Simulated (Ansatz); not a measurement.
Input, command and steps of an Ansatz relaxation.

```yaml
crystal:
  lattice:
    - [2.9461700848, 2.9381545569, 5.6676025334]
    - [-2.9458668561, -2.9450825885, 5.6709149349]
    - [8.7841786777, -5.8310166126, 2.8383208044]
  atoms:
    - { symbol: C, position: [0.0778940779, 0.3812110645, 0.6036208672] }
    - { symbol: Ge, position: [0.1889835377, 0.0559233892, 0.6045203626] }
    - { symbol: Ge, position: [0.1068126381, 0.4891572305, 0.7639973679] }
    - { symbol: Ge, position: [0.6183883144, 0.0067756252, 0.7783925154] }
    - { symbol: Ge, position: [0.979677188, 0.9986052974, 0.9903917901] }
    - { symbol: Ge, position: [0.3975171032, 0.9806830794, 0.2264823303] }
    - { symbol: Ge, position: [0.2700578253, 0.4950373829, 0.4497043308] }
    - { symbol: Ge, position: [0.8053688693, 0.0010172883, 0.3994674124] }
    - { symbol: Ge, position: [0.7539971287, 0.4892082111, 0.6001799639] }
    - { symbol: Ge, position: [0.5029243638, 0.4764677285, 0.9887825262] }
    - { symbol: Ge, position: [0.5805378743, 0.8739765444, 0.5908659534] }
    - { symbol: Ge, position: [0.4842426783, 0.374262714, 0.78160899] }
    - { symbol: Ge, position: [0.9833601042, 0.8755827983, 0.7837410302] }
    - { symbol: Ge, position: [0.771673525, 0.8894386642, 0.2005769154] }
    - { symbol: Ge, position: [0.6651987312, 0.3713818088, 0.4197166843] }
    - { symbol: Ge, position: [0.1633653955, 0.8767248486, 0.4252826006] }
    - { symbol: Ge, position: [0.8791034832, 0.3657765247, 0.9689946725] }
    - { symbol: Sn, position: [0.8756683462, 0.498276105, 0.1918992908] }
    - { symbol: Sn, position: [0.2774173773, 0.3699335626, 0.2201875731] }
    - { symbol: Pb, position: [0.3781668469, 0.8780212818, 0.9984361381] }
  symmetry: { detect: false }
basis:
  ecutwfc: 420
kpoints:
  mp_grid: { grid: [3, 3, 2] }
hamiltonian:
  xc: pbe
scf:
  occupations: { method: gaussian, width: 0.1 }
  lower_state_search: "off"
output:
  forces: true
  stress: true
  eigenvalues: true
relax:
  adjacent_minimum: "off"
  f_tol: 0.04
  max_steps: 25
  cell: { stress_tol: 0.3 }
```

```bash
ansatz run input.yaml --threads 4 --pin off --max-ram 9216MiB --backend cpu --events-out ev --progress --plain --runs-dir out
```

These are results of DFT PBE, scalar-relativistic, plane waves, PAW (Ansatz), not measurements.

Of 5 frames 4 are shown, positions in Å and forces in eV/Å; the SCF threshold varies from step to step. Steps run on the plane waves of an earlier cell, with a Pulay correction in the pressure. The basis is chosen afresh for the last frame, the zero of the energies, and at times for earlier ones too; energy and pressure can step there, also at an unchanged geometry. Where two frames share a geometry here, they differ by under 2 meV/atom and 0.3 GPa.

```xyz
20
Lattice="2.9462 2.9382 5.6676 -2.9459 -2.9451 5.6709 8.7842 -5.8310 2.8383" Properties=species:S:1:pos:R:3:forces:R:3 pbc="T T T" step=1 free_energy_over_end_meV_per_atom=2.98 pressure_GPa=0.11
C     4.4088   -4.4136    4.3166    0.0462   -0.0592   -0.2398
Ge    5.7023   -3.1344    3.1040   -0.1029   -0.0519    0.1294
Ge    5.5848   -5.5817    5.5478   -0.0187   -0.0112    0.0730
Ge    8.6395   -2.7419    5.7525   -0.0316   -0.0232    0.0623
Ge    8.6443   -5.8375   14.0265   -0.0038   -0.0598   -0.0804
Ge    0.2717   -3.0408    8.4572   -0.0648    0.0707   -0.1062
Ge    3.2876   -3.2867    5.6143   -0.0589    0.0701    0.0952
Ge    5.8788    0.0340    5.7041   -0.0285    0.0089    0.1388
Ge    6.0523   -2.7251    8.7511    0.0484    0.0694    0.1696
Ge    8.7637   -5.6912    8.3589   -0.0062   -0.0023   -0.0804
Ge    4.3260   -4.3136    9.9236    0.0744   -0.0247   -0.1642
Ge    7.1899   -4.2370    7.0854    0.0363   -0.0633   -0.0709
Ge    7.2023   -4.2594   12.7632    0.0887   -0.0184   -0.0543
Ge    1.4152   -1.5217    9.9868   -0.0047    0.0729    0.0831
Ge    4.5526   -1.5867    7.0674   -0.0021    0.0102   -0.0598
Ge    1.6343   -4.5819    7.1048    0.0207    0.0088   -0.0867
Ge   10.0243   -4.1445    9.8070   -0.0056   -0.0118    0.1048
Sn    2.7977   -0.0136    8.3333    0.0179   -0.0269   -0.0408
Sn    1.6617   -1.5583    4.2951   -0.0449    0.0187    0.1128
Pb    7.2981   -7.2966    9.9564    0.0399    0.0229    0.0144
20
Lattice="2.8677 2.8702 5.7875 -2.8916 -2.8762 5.8031 8.7688 -5.8840 2.8821" Properties=species:S:1:pos:R:3:forces:R:3 pbc="T T T" step=2 free_energy_over_end_meV_per_atom=1.10 pressure_GPa=-0.06
C     4.4156   -4.4284    4.3955    0.0188   -0.0686   -0.2337
Ge    5.6733   -3.1789    3.1365   -0.0013    0.0383    0.1236
Ge    5.5769   -5.6018    5.6417    0.0523   -0.0099    0.1225
Ge    8.5655   -2.8228    5.8650    0.0287   -0.0224    0.0543
Ge    8.6068   -5.9048   14.3087    0.0322    0.0415    0.0709
Ge    0.2819   -2.9925    8.6261   -0.0436   -0.0235    0.0779
Ge    3.2930   -3.3009    5.7057   -0.0662    0.1086    0.1639
Ge    5.8187   -0.0427    5.8148   -0.0147    0.0267    0.0866
Ge    6.0149   -2.7820    8.9185   -0.0150    0.0381    0.1264
Ge    8.7225   -5.7395    8.5123   -0.0129    0.0372    0.0651
Ge    4.3221   -4.3251   10.1415    0.0157   -0.0323   -0.0528
Ge    7.1445   -4.3006    7.2319    0.0346    0.0165   -0.1104
Ge    7.1753   -4.3092   13.0486   -0.0397   -0.0385   -0.0975
Ge    1.4114   -1.5155   10.2231    0.0161    0.0055   -0.0411
Ge    4.5244   -1.6420    7.2150    0.0104    0.0151   -0.0831
Ge    1.6668   -4.5326    7.2691   -0.0311   -0.0507   -0.0878
Ge    9.9581   -4.2364   10.0334    0.0232   -0.0344   -0.0498
Sn    2.7745   -0.0638    8.4918    0.0110    0.0664    0.1084
Sn    1.6498   -1.5431    4.4342    0.0393   -0.0707   -0.1842
Pb    7.2939   -7.2948   10.1791   -0.0578   -0.0427   -0.0594
20
Lattice="2.8974 2.8900 5.7475 -2.9049 -2.8999 5.7566 8.7760 -5.8671 2.8753" Properties=species:S:1:pos:R:3:forces:R:3 pbc="T T T" step=3 free_energy_over_end_meV_per_atom=0.13 pressure_GPa=0.03
C     4.4172   -4.4254    4.3718    0.0208   -0.0381   -0.1368
Ge    5.6829   -3.1628    3.1367   -0.0265   -0.0171    0.0251
Ge    5.5834   -5.5951    5.6216    0.0257   -0.0203    0.0384
Ge    8.5961   -2.8016    5.8317    0.0003   -0.0033    0.0042
Ge    8.6272   -5.8883   14.2199   -0.0179   -0.0095   -0.0165
Ge    0.2803   -3.0064    8.5660   -0.0092    0.0180   -0.0107
Ge    3.2953   -3.2921    5.6847   -0.0539    0.0564    0.0681
Ge    5.8420   -0.0188    5.7852   -0.0051    0.0002    0.0207
Ge    6.0336   -2.7636    8.8739    0.0277    0.0335    0.0326
Ge    8.7446   -5.7256    8.4644    0.0100   -0.0017   -0.0101
Ge    4.3345   -4.3268   10.0674    0.0101   -0.0079    0.0019
Ge    7.1679   -4.2821    7.1839    0.0081    0.0108   -0.0134
Ge    7.1923   -4.3003   12.9537   -0.0106   -0.0066   -0.0168
Ge    1.4205   -1.5197   10.1450    0.0045   -0.0098    0.0080
Ge    4.5403   -1.6228    7.1697   -0.0018    0.0077   -0.0102
Ge    1.6601   -4.5516    7.2128    0.0005   -0.0129   -0.0180
Ge    9.9874   -4.2131    9.9682    0.0009   -0.0112    0.0174
Sn    2.7916   -0.0430    8.4500   -0.0528   -0.0459   -0.0583
Sn    1.6584   -1.5568    4.3749    0.0567    0.0447    0.0613
Pb    7.2984   -7.3020   10.0988    0.0126    0.0132    0.0131
20
Lattice="2.8963 2.8902 5.7458 -2.9019 -2.8972 5.7523 8.7845 -5.8780 2.8737" Properties=species:S:1:pos:R:3:forces:R:3 pbc="T T T" step=5 free_energy_over_end_meV_per_atom=0.00 pressure_GPa=0.00
C     4.4267   -4.4349    4.3582   -0.0138    0.0131    0.0210
Ge    5.6844   -3.1712    3.1358    0.0018   -0.0024   -0.0061
Ge    5.5941   -5.6039    5.6206   -0.0039    0.0068    0.0091
Ge    8.6022   -2.8097    5.8260    0.0026   -0.0011   -0.0034
Ge    8.6343   -5.8984   14.2104   -0.0034    0.0003    0.0005
Ge    0.2830   -3.0025    8.5554   -0.0044    0.0051    0.0041
Ge    3.2974   -3.2919    5.6841    0.0134   -0.0137    0.0078
Ge    5.8437   -0.0246    5.7845   -0.0020    0.0014   -0.0035
Ge    6.0430   -2.7649    8.8717    0.0085    0.0048   -0.0021
Ge    8.7555   -5.7303    8.4576    0.0007    0.0039   -0.0005
Ge    4.3419   -4.3303   10.0620   -0.0006   -0.0056    0.0033
Ge    7.1765   -4.2851    7.1807   -0.0073   -0.0057   -0.0065
Ge    7.1970   -4.3082   12.9468    0.0020    0.0077   -0.0077
Ge    1.4226   -1.5228   10.1423   -0.0019   -0.0039    0.0005
Ge    4.5461   -1.6265    7.1691   -0.0004   -0.0121   -0.0073
Ge    1.6632   -4.5555    7.2083    0.0087   -0.0022   -0.0048
Ge    9.9978   -4.2261    9.9695   -0.0014   -0.0013    0.0045
Sn    2.7932   -0.0513    8.4446   -0.0045    0.0128    0.0029
Sn    1.6641   -1.5514    4.3790    0.0062   -0.0039   -0.0094
Pb    7.3087   -7.3073   10.0894   -0.0003   -0.0040   -0.0026
```

Time: 4.9 min on 4 threads of Intel(R) Xeon(R) Processor @ 2.50GHz (Skylake/Cascade Lake), on a shared host, peak memory 2.1 GiB.

The k mesh is coarse. Spin–orbit coupling is left out, which can shift energies with elements as heavy as these.